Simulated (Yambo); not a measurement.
KBaYB2O6 (space group R3m, No. 160), G0W0@PBEsol in Yambo with this input:

```
rim_cut
gw0
dyson
el_el_corr
HF_and_locXC
ppa
em1d
RandQpts= 1000000
RandGvec= 1 Ry
EXXRLvcs= 84 Ry
VXCRLvcs= 336 Ry
Chimod= "HARTREE"
% BndsRnXp
 2 | 234 |
%
NGsBlkXp= 7 Ry
% LongDrXp
 1.0 | 1.0 | 1.0 |
%
PPAPntXp= 27.2114 eV
% GbndRnge
 1 | 234 |
%
GTermKind= "BG"
DysSolver= "n"
ExtendOut
```

On a 2×2×2 mesh, with wavefunctions cut at 84 Ry, the gap (Γ → Γ) is 5.726 eV and the valence edge shifts by -1.094 eV.

Task: What happens with this change: 115 bands in W?

Result: The gap rises by 0.115 eV, to 5.841 eV; the shift of the valence edge becomes -0.990 eV. Neither run is shown to be the converged limit.

Geometry of the Materials Project entry, not relaxed at this level; primitive cell a = b = c = 6.832 Å, α = β = γ = 47.23°.

The structure is a Materials Project entry; no match was found in the copy of COD used, and its stability was not checked.

A shift is the quasiparticle energy of the state minus its PBEsol energy.
